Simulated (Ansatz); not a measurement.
In3Pd2:
```cif
data_In3Pd2
_chemical_formula_sum 'In3 Pd2'
_space_group_name_H-M_alt 'P 1'
_space_group_IT_number 1
_cell_length_a 4.55894
_cell_length_b 4.55894
_cell_length_c 5.55251
_cell_angle_alpha 90.000
_cell_angle_beta 90.000
_cell_angle_gamma 120.000
loop_
_space_group_symop_operation_xyz
  'x, y, z'
loop_
_atom_site_label
_atom_site_type_symbol
_atom_site_fract_x
_atom_site_fract_y
_atom_site_fract_z
_atom_site_occupancy
In1 In 0.00000 0.00000 0.00000 1
In2 In 0.33333 0.66667 0.64509 1
In3 In 0.66667 0.33333 0.35491 1
Pd1 Pd 0.33333 0.66667 0.14976 1
Pd2 Pd 0.66667 0.33333 0.85024 1
```

This is the r²SCAN-relaxed structure.

**Question.** All from DFT-r²SCAN in the program Ansatz with PAW potentials, unless another level is named. Predict the density of states at the Fermi level.

**Answer.** 0.26 states/eV per atom (mean over ±0.08 eV).

**Question.** What about the formation energy from the elements (no fitted shifts)?

**Answer.** -0.56 eV/atom.

Space group P-3m1 (La2O3 or Ni2Al3 type). The workflow started from a Materials Project entry (that database holds measured and hypothetical structures alike); the Crystallography Open Database copy checked does not list it. Whether it is the stable phase at ambient conditions was not checked. The r²SCAN relaxation kept the symmetry of its start; its stability against distortions is not shown here. No spin polarisation was allowed. The references are the lowest solids computed at this level, not always the standard phases. Scalar-relativistic: spin–orbit coupling is off unless named, which matters more the heavier the elements.

Potentials: the earlier of the program's two PAW sets.
